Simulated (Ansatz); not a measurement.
# From a trial cell to the properties of TiGa3

**The experiment.** The Crystallography Open Database holds a cell as deposited of tetragonal TiGa3 (space group I4/mmm), temperature not stated (2003): a, c = 3.795, 8.748 Å, 15.75 Å³/atom.

Method: PBEsol, scalar-relativistic; no spin polarisation; PAW, 420 eV, Γ-centred 12×12×12 mesh, 0.05 eV Gaussian smearing; code Ansatz; PAW files: Ansatz's generated set soft_2.

The chain of runs began from a cell as deposited in COD, expanded in volume.

Starting cell, 1 % over the database's volume:

```yaml
crystal:
  lattice:
    - [-1.90079, 1.90079, 4.38151]
    - [1.90079, -1.90079, 4.38151]
    - [1.90079, 1.90079, -4.38151]
  atoms:
    - { symbol: Ti, position: [0.00000, 0.00000, 0.00000] }
    - { symbol: Ga, position: [0.50000, 0.50000, 0.00000] }
    - { symbol: Ga, position: [0.75000, 0.25000, 0.50000] }
    - { symbol: Ga, position: [0.25000, 0.75000, 0.50000] }
```

The steps in volume:

```csv
run,level,k-mesh,kind,V (Å³/atom),P (GPa),E − E(final) (meV/atom),gap on the mesh (eV)
1,PBEsol,12×12×12,cell and atoms relaxed,15.21,0.0,0.0,metal
```

Cell and atoms are those of this level's equilibrium.

The final structure (symmetry read at 0.01 Å). It takes space group I4/mmm (No. 139, tetragonal). Conventional cell: a = 3.746 Å, b = 3.746 Å, c = 8.674 Å, α = 90.00°, β = 90.00°, γ = 90.00°. Ti (site symmetry 4/mmm) is surrounded by 12 Ga at 2.65 to 2.87 Å. Ga (site symmetry 4/mmm) has 4 Ti at 2.65 Å and 8 Ga at 2.87 Å as nearest neighbours. Around Ga (site symmetry -4m2) lie 8 Ga at 2.65 to 2.87 Å and 4 Ti at 2.87 Å. (Neighbours are counted to 15 % beyond the shortest distance.)

- At the final geometry the gap, band path included, is zero (metallic).
- The equation of state gives B0 = 113 GPa and B0′ = 4.6.
- Against the elements' standard states, run alike and uncorrected, the formation energy is -0.44 eV/atom.
- The runs in the table took roughly 3 core-minutes.

**What lies behind the numbers.**

With 51 valence electrons in the calculation's cell and no magnetic order, the bands, two electrons each, can't all be full or empty: band theory demands a metal. (Only strong correlation, outside this picture, could make a Mott insulator of it.)

**Against experiment.** PBEsol gives 3.746, 8.674 Å and 15.21 Å³/atom, −3.4 % in volume (−1.1 % in length) from the database's cell. That is a large miss for PBEsol, or the entry is off.
